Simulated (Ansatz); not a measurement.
**Ansatz 0.2.0, settings compared: Rb2FeCl6F**

Input:

```yaml
crystal:
  lattice:
    - [0.0, 4.810508, 4.810508]
    - [4.810508, 0.0, 4.810508]
    - [4.810508, 4.810508, 0.0]
  atoms:
    - { symbol: Fe, position: [0.0, 0.0, 0.0] }
    - { symbol: Cl, position: [0.7843, 0.2157, 0.2157] }
    - { symbol: Cl, position: [0.2157, 0.7843, 0.2157] }
    - { symbol: Cl, position: [0.2157, 0.7843, 0.7843] }
    - { symbol: Cl, position: [0.7843, 0.2157, 0.7843] }
    - { symbol: Cl, position: [0.2157, 0.2157, 0.7843] }
    - { symbol: Cl, position: [0.7843, 0.7843, 0.2157] }
    - { symbol: Rb, position: [0.25, 0.25, 0.25] }
    - { symbol: Rb, position: [0.75, 0.75, 0.75] }
    - { symbol: F, position: [0.5, 0.5, 0.5] }
  symmetry: { tolerance: 0.0003 }
kpoints:
  mp_grid: { grid: [3, 3, 3], shift: [0, 0, 0] }
magnetization:
  spin_polarized: false
scf:
  occupations: { method: fermi_dirac, width: 0.0145 }
hamiltonian:
  pseudopotentials: { kind: paw }
  xc: pbe
basis:
  ecutwfc: 420
output:
  forces: true
  stress: true
  eigenvalues: true
```

Run with:

```bash
ansatz run input.yaml --threads 1 --pin off --max-ram 2560MiB --backend cpu --events-out ev --progress --plain --runs-dir out
```

Origin of the cell: a known structure type with other elements, at an estimated volume, so it need not be a known compound.

Output of this run (shortened):

```
Pseudopotentials: kind: paw
Pseudopotential: Fe, paw, valence charge 16, recommended cutoff 420 eV (normal), Fe.paw.azcp
Pseudopotential: Cl, paw, valence charge 7, recommended cutoff 420 eV (normal), Cl.paw.azcp
Pseudopotential: Rb, paw, valence charge 9, recommended cutoff 420 eV (normal), Rb.paw.azcp
Pseudopotential: F, paw, valence charge 7, recommended cutoff 420 eV (normal), F.paw.azcp
Functional definition: PBE
  exchange = pbe_x(kappa = kappa, mu = beta*pi^2/3)
  correlation = pbe_c(beta = beta)
Crystal: 10 atoms, lattice volume = 222.640 Å³
Basis set: ecut = 420 eV, 4285 PW (Γ), exchange–correlation on 96×96×96 points (8 copies of the dense FFT grid, shifted against one another)
Bands: 52, of which v1, the nominal top of the filled ones, is band 42 counted from 1 (41 counted from 0)
Symmetry: 48 space group operations
[… 10 lines left out …]
Initial density: superposition of atomic densities (neutral atoms: chi_scale 0, normalization atom), corrected by the library's trained network
Functional: x = pbe(κ = 0.804, μ = 0.219515), c = pbe(β = 0.066725)
SCF iter   1: F=—  HF=-18306.450880 eV  Δρ=3.90e-2  dr2=4.47e0  defer=1
SCF iter   2: F=—  HF=-18307.933117 eV  Δρ=1.54e-1  dr2=7.45e1  defer=13  recentre
SCF iter   3: F=—  HF=-18306.377210 eV  Δρ=3.45e-2  dr2=3.58e0  defer=7
SCF iter   4: F=—  HF=-18306.291872 eV  Δρ=3.54e-2  dr2=3.74e0
SCF iter   5: F=—  HF=-18306.277614 eV  Δρ=2.05e-2  dr2=1.20e0
[… 5 lines left out …]
SCF iter  11: F=—  HF=-18306.266467 eV  Δρ=2.52e-4  dr2=1.67e-4  defer=13
SCF iter  12: F=—  HF=-18306.266436 eV  Δρ=3.40e-5  dr2=3.33e-6  defer=13
SCF iter  13: F=—  HF=-18306.266273 eV  Δρ=8.99e-5  dr2=2.29e-5  defer=13
SCF iter  14: F=—  HF=-18306.266273 eV  Δρ=1.02e-5  dr2=3.19e-7  defer=13
SCF iter  15: F=-18306.266273 eV  HF=-18306.266273 eV  Δρ=1.65e-6  dr2=1.00e-8
SCF 1 converged in 15 iterations: F = -18306.266273 eV  dr2 = 1.00e-8
SCF converged after 15 iterations
Free energy (F): -18306.266273 eV
Harris-Foulkes:  -18306.266273 eV  (|F-HF|=9.26e-9)
Internal energy: -18306.242468 eV  (E = F + TS)
E sigma→0 (E₀):  -18306.254371 eV
Entropy (-TS):   -0.023805 eV (-2.381 meV/atom)
Fermi energy:    3.861206 eV
--- Per-component energies (eV) ---
  E_band       = -676.901259
  E_kinetic    = 1925.769580
  E_local      = -7597.871892  (includes V_loc(G=0)·N_el)
  E_nonlocal   = 804.333724
  E_hartree    = 2934.008912
  E_xc         = -1108.001193
  E_vxc        = -1268.637295  (∫ρ·V_xc dr)
  E_paw        = -10751.533379  (= ΣΔE_a)
  E_vpaw       = -408.521469  (= ΣTr[D̂ρ^β])
  E_aug_tail   = 0.003505  (compensation charges beyond the density's cutoff)
  E_ewald      = -4512.951726
  E_smearing   = -0.023805  (= −TS)
  Σ components = -18306.266273   (vs F -18306.266273, Δ=0.00e0)
--- Forces (eV/Å), atoms counted from 1 ---
  atom   1  Fe     0.000000    -0.000000     0.000000
  atom   2  Cl     3.110990    -0.000000    -0.000000
  atom   3  Cl     0.000000     3.110990     0.000000
[… 2 lines left out …]
  atom   6  Cl    -0.000000     0.000000     3.110990
  atom   7  Cl    -0.000000     0.000000    -3.110990
  atom   8  Rb     0.000000     0.000000    -0.000000
  atom   9  Rb     0.000000     0.000000     0.000000
  atom  10  F      0.000000    -0.000000    -0.000000
  max |Σ_I F_I| component: 8.90e-16 eV/Å
--- Stress (GPa, compression-positive) ---
       11.034388       0.000000       0.000000
        0.000000      11.034388      -0.000000
        0.000000      -0.000000      11.034388
  P = ⅓ Tr σ = 11.0344 GPa (110.344 kbar)
```

The same input was run again with these changes:

1. `scf.occupations.width` 0.0145 → default; `scf.occupations.method` fermi_dirac → tetrahedron; `hamiltonian.xc` pbe → rpbe; `scf.initial_density.chi_scale` default → 0.1
2. `scf.initial_density.chi_scale` default → 0.3
3. `magnetization` { spin_polarized: false } → { spin_polarized: true } (starts: flip); `basis.ecutrho_ratio` default → 4; `scf.lower_state_search` default → light; typed moments: none

```json
{"run": "base", "end": "converged", "SCF iterations": "15", "P (GPa)": "11.03", "max force component (eV/Å)": "3.111", "moment (μB)": "–", "ΔE(σ→0) (meV/atom)": "0"}
{"run": "1", "end": "converged", "SCF iterations": "29", "P (GPa)": "13.72", "max force component (eV/Å)": "3.222", "moment (μB)": "–", "ΔE(σ→0) (meV/atom)": "–"}
{"run": "2", "end": "converged", "SCF iterations": "16", "P (GPa)": "11.03", "max force component (eV/Å)": "3.111", "moment (μB)": "–", "ΔE(σ→0) (meV/atom)": "0.00"}
{"run": "3", "end": "converged", "SCF iterations": "25", "P (GPa)": "11.95", "max force component (eV/Å)": "3.304", "moment (μB)": "3.00", "ΔE(σ→0) (meV/atom)": "-108.27"}
```

Energies are compared only where functional, datasets, charge and starting cell are the same.

Caveats of the base run: no spin polarisation, so a magnetic state may lie lower; the k mesh is coarse if the cell is a metal.

Run 1: forces and stress under tetrahedra may miss the slope of the energy; forces of this functional can be a tenth off on datasets made under PBE.
Run 3: one start, so the magnetic state may not be the lowest; spin is on but no moment was typed.

The base run ran for 6.2 s on 1 thread of Arm Neoverse V1 (shared host), peak memory 0.47 GiB, from the program's own first density.
